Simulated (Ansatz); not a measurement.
# Ga (alpha)

Method: PBE, scalar-relativistic; no spin polarisation; PAW, 420 eV, 12×12×10 k-mesh, Gaussian smearing of 0.05 eV; code Ansatz; PAW files: Ansatz's generated set soft_2.

```
Ga
1.0
     2.28478   -3.87000    0.00000
     2.28478    3.87000    0.00000
     0.00000    0.00000    4.59063
Ga
4
Direct
  0.34371 0.65629 0.58235
  0.65629 0.34371 0.41765
  0.84371 0.15629 0.91765
  0.15629 0.84371 0.08235
```

Cell and atoms are those of this level's equilibrium.

```yaml
Space_group: Cmce (No. 64)
Volume: 20.30 Å³/atom
Band_gap: zero (metallic)
Density_of_states_at_the_Fermi_level: about 0.2 states/(eV·atom)
```

**What was measured.** A cell as deposited of orthorhombic Ga (space group Cmce), temperature not stated, from the Crystallography Open Database (1963), has axes, shortest first, 4.511, 4.517, 7.645 Å and 19.47 Å³/atom.

**Comparison.** The computed cell (4.570, 4.591, 7.740 Å, 20.30 Å³/atom) differs from the database's by +4.2 % in volume, about +1.4 % in length. PBE usually overestimates volumes by a few per cent.
